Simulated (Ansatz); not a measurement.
## NaTaHO₅ single point

Input file of Ansatz 0.2.0:

```yaml
crystal:
  lattice:
    - [3.335905, 4.347774, 0.0]
    - [3.335905, -4.347774, 0.0]
    - [3.035421, 0.0, -6.551827]
  atoms:
    - { symbol: Na, position: [0.32594, 0.67406, 0.25] }
    - { symbol: Na, position: [0.67406, 0.32594, 0.75] }
    - { symbol: Ta, position: [0.0, 0.0, 0.0] }
    - { symbol: Ta, position: [0.0, 0.0, 0.5] }
    - { symbol: H, position: [0.31758, 0.68242, 0.75] }
    - { symbol: H, position: [0.68242, 0.31758, 0.25] }
    - { symbol: O, position: [0.06634, 0.93366, 0.25] }
    - { symbol: O, position: [0.93366, 0.06634, 0.75] }
    - { symbol: O, position: [0.63408, 0.75742, 0.58882] }
    - { symbol: O, position: [0.24258, 0.36592, 0.91118] }
    - { symbol: O, position: [0.36592, 0.24258, 0.41118] }
    - { symbol: O, position: [0.75742, 0.63408, 0.08882] }
    - { symbol: O, position: [0.30306, 0.89238, 0.88763] }
    - { symbol: O, position: [0.10762, 0.69694, 0.61237] }
    - { symbol: O, position: [0.69694, 0.10762, 0.11237] }
    - { symbol: O, position: [0.89238, 0.30306, 0.38763] }
  symmetry: { tolerance: 0.0003 }
kpoints:
  mp_grid: { grid: [5, 5, 4], shift: [0, 0, 0] }
magnetization:
  spin_polarized: false
scf:
  occupations: { method: gaussian, width: 0.1165 }
  lower_state_search: "off"
  max_iter: 200
hamiltonian:
  pseudopotentials: { kind: paw }
  xc: r2scan
basis:
  ecutwfc: 500
  fft_grid_basis: typed
output:
  forces: true
  stress: true
  eigenvalues: true
  populations: true
  elf: true
  write_potential: true
  volumetric_format: npy
  dos:
    e_range: [-12, 8]
    de: 0.05
    projected: { site_lists: { H: [H], Na: [Na], O: [O], Ta: [Ta] } }
checkpoint:
  read: saved_state
```

Command:

```sh
ansatz run input.yaml --threads 1 --pin off --max-ram 2560MiB --backend cpu --events-out ev --progress --plain --runs-dir out
```

The run starts from an earlier solution of this cell. 

Excerpt of what it printed:

```
SCF iter   1: F=-28573.6055 eV  Δρ=3.55e-3  dr2=3.62e-3  dr2_τ=3.78e-3
SCF iter   2: F=-28573.6078 eV  Δρ=8.66e-4  dr2=4.38e-4  dr2_τ=5.63e-5
SCF iter   3: F=-28573.6079 eV  Δρ=2.21e-4  dr2=6.21e-5  dr2_τ=6.17e-6
SCF iter   4: F=-28573.6079 eV  Δρ=8.37e-5  dr2=1.39e-5  dr2_τ=6.68e-7
SCF iter   5: F=-28573.6079 eV  Δρ=4.19e-5  dr2=4.34e-6  dr2_τ=5.90e-8
SCF iter   6: F=-28573.6079 eV  Δρ=1.79e-5  dr2=7.99e-7  dr2_τ=1.80e-8
SCF iter   7: F=-28573.6079 eV  Δρ=6.63e-6  dr2=8.97e-8  dr2_τ=3.22e-9
Free energy (F): -28573.6079 eV
Harris-Foulkes:  -28573.6079 eV  (|F-HF|=6.38e-8)
Internal energy: -28573.4449 eV  (E = F + TS)
E sigma→0 (E₀):  -28573.5264 eV
Entropy (-TS):   -0.1630 eV (-10.187 meV/atom)
Fermi energy:    3.3138 eV
--- Forces (eV/Å), atoms counted from 1 ---
  atom   1  Na     0.0000     0.3481     0.0000
  atom   2  Na     0.0000    -0.3481     0.0000
  atom   3  Ta     0.0000     0.0000     0.0000
  atom   4  Ta     0.0000     0.0000     0.0000
  atom   5  H      0.0000    -0.0115     0.0000
  atom   6  H      0.0000     0.0115     0.0000
  atom   7  O      0.0000     1.0953     0.0000
  atom   8  O      0.0000    -1.0953     0.0000
  atom   9  O     -1.1204    -0.6522    -0.8661
  atom  10  O      1.1204    -0.6522     0.8661
  atom  11  O      1.1204     0.6522     0.8661
  atom  12  O     -1.1204     0.6522    -0.8661
  atom  13  O     -0.6066     0.9684     0.5605
  atom  14  O      0.6066     0.9684    -0.5605
  atom  15  O      0.6066    -0.9684    -0.5605
  atom  16  O     -0.6066    -0.9684     0.5605
--- Stress (GPa, compression-positive) ---
        0.4045       0.0000      -3.2084
        0.0000      -0.3726       0.0000
       -3.2084       0.0000       8.6445
  P = ⅓ Tr σ = 2.8922 GPa (28.922 kbar)
--- Löwdin populations: 16 sites ---
  site symbol       q [e]
     0     Na      8.2348
     1     Na      8.2348
     2     Ta     11.2479
     3     Ta     11.2479
     4      H      0.6015
     5      H      0.6015
     6      O      6.6035
     7      O      6.6035
     8      O      6.5019
     9      O      6.5019
    10      O      6.5019
    11      O      6.5019
    12      O      6.5578
    13      O      6.5578
    14      O      6.5578
    15      O      6.5578
  spilling = 0.0036 (of n_electrons = 106.0000)
```

Total energies depend on the potentials used, so only differences within one code and one set of settings carry meaning.

Origin: a known structure type with other elements, at an estimated volume, so it need not be a known compound. Caveats: many states at the Fermi level without spin polarisation, so a magnetic state may lie lower; atoms or cell far from equilibrium.

(1) What did the run cost?

Answers

(1) It took 86 s on 1 thread of Arm Neoverse V1 (shared host), peak memory 0.97 GiB, starting from a saved density.
